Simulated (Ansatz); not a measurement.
Crystals of one structure type (zinc blende) and one family of elements, relaxed and computed with plane-wave PAW r²SCAN (Ansatz code).

```
crystal  gap (eV)  electron conductivity mass (mₑ)
-------  --------  -------------------------------
CdSe         1.04                            0.093
CdTe         1.16                            0.090
CdS          1.54                                ?
ZnSe         1.87                             0.12
ZnS          2.70                             0.19
```

**Question.** Fit a straight line to ln m* against ln E_g and predict the withheld value.

**Answer.** Least squares on the 4 shown rows: ln m* = 0.75 × ln E_g + (-2.480), with a scatter of 8 %. For CdS this gives 0.12. The run itself gave 0.15, outside the scatter: the line misses something about this case.

All cells were relaxed under the symmetry of their starts (and spin orders); stability against distortions was not tested throughout. Spin–orbit coupling is left out wherever it is not named.

Potentials: the later of the program's two PAW sets.
